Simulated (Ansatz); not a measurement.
ZrGeSe (space group P4/nmm)

```
ZrGeSe
1.0
    3.68273     0.00000     0.00000
    0.00000     3.68273     0.00000
    0.00000     0.00000     8.25796
Zr Ge Se
2 2 2
Direct
  0.00000   0.50000   0.73685
  0.50000   0.00000   0.26315
  0.00000   0.00000   0.00000
  0.50000   0.50000   0.00000
  0.50000   0.00000   0.62008
  0.00000   0.50000   0.37992
```

The slice is a (010) plane (indices of the conventional cell) through the point (0.000, 0.500, 0.737) (fractional), spanned by u = [100] and v = [001] in vectors of this cell: u (3.68 Å) and v (8.26 Å, at 90° to u). It covers one period; positions are fractions (u, v).

Method: PBEsol (plane waves to 420 eV, PAW, scalar-relativistic; Ansatz, a program for electronic structure). k mesh 13×13×6. These are valence fields of a PAW run, semicore shells included where kept as valence: close to a nucleus they are smooth pseudo fields. ZrGeSe is run without spin polarisation. ZrGeSe was relaxed with its symmetry unable to fall.

Q: Predict the map of the electron localisation function (ELF) on the slice.

A: 
```
|xxxx@@==  ......  ==@@xx|
|@@@@##::  ......  ::##@@|
|**++::    ......    ::++|
|....                  ..|
|====::..          ..::==|
|@@@@##--          --##@@|
|@@@@%%**::      ::**%%@@|
|%%%%@@##==..  ..==##@@%%|
|xxxx%%%%**::  ::**%%%%xx|
|xxxx%%%%##--..--##%%%%xx|
|xxxx%%@@##--..--##@@%%xx|
|##%%@@%%##--..--##%%@@%%|
|%%%%%%##==::::::==##%%%%|
|****++==::::::::::==++**|
|::::..::::==++==::::..::|
|      ::++######++::    |
|    ..--**********--..  |
|    ::==============::  |
|  ..------..xx..------..|
|....----::xxxxxx::----..|
|..::====::xxxxxx::====::|
|::::++==--..xx..--==++::|
|..::==**++==--==++**==::|
|  ..::++##******##++::..|
|++==::::++##%%##++::::==|
|@@@@##::::==**==::::##@@|
|xxxx@@==..::--::..==@@xx|
|xxxx@@++  ..::..  ++@@xx|
```
Scale: ten equal steps from 0.03 (start of ' ') to 0.86 (end of '@'), in the order ' .:-=+*#%@'. Values: electron localisation function (ELF). The map has 12 points along u (two characters each, u = 0 at the left) and 28 along v (v = 0 in the bottom row). Points within 0.5 Å of a nucleus are blanked (x), as the pseudised field means little there.
